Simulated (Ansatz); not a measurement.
MgS (rock salt), conventional cell a = b = c = 5.203 Å, α = β = γ = 90.00°. The calculation uses the primitive cell of 2 atoms, to which meshes and values per cell refer.

Equation-of-state scan: isotropic scaling of the cell above, V₀ being its volume. Symmetry pins the atoms to their sites.

The numbers are results of r2SCAN (plane waves to 500 eV, PAW, scalar-relativistic; Ansatz, a quantum-chemistry and plane-wave program), not measurements. k mesh 12×12×12 (Γ-centred), Fermi-Dirac smearing 0.05 eV. Energies are smeared free energies. Stress and pressure are positive under compression. MgS was relaxed with its symmetry unable to fall. ΔE is measured from the relaxed starting cell.

```
V (Å³/cell)  P (GPa)  ΔE (meV/atom)
-----------  -------  -------------
31.69           10.4           52.3
32.57            7.3           28.1
33.45            4.5           11.9
34.33            2.1     (withheld)
35.21            0.0            0.0
36.10           -1.9            2.6
36.98           -3.5     (withheld)
37.86           -5.0           21.8
38.74           -6.3           37.3
```

Question: Complete the blanks.

Answer: 
- 34.33, ΔE (meV/atom): 2.9
- 36.98, ΔE (meV/atom): 10.1

(A scan under strain: stresses follow from slopes of the energy per volume, elastic moduli from its curvatures.)
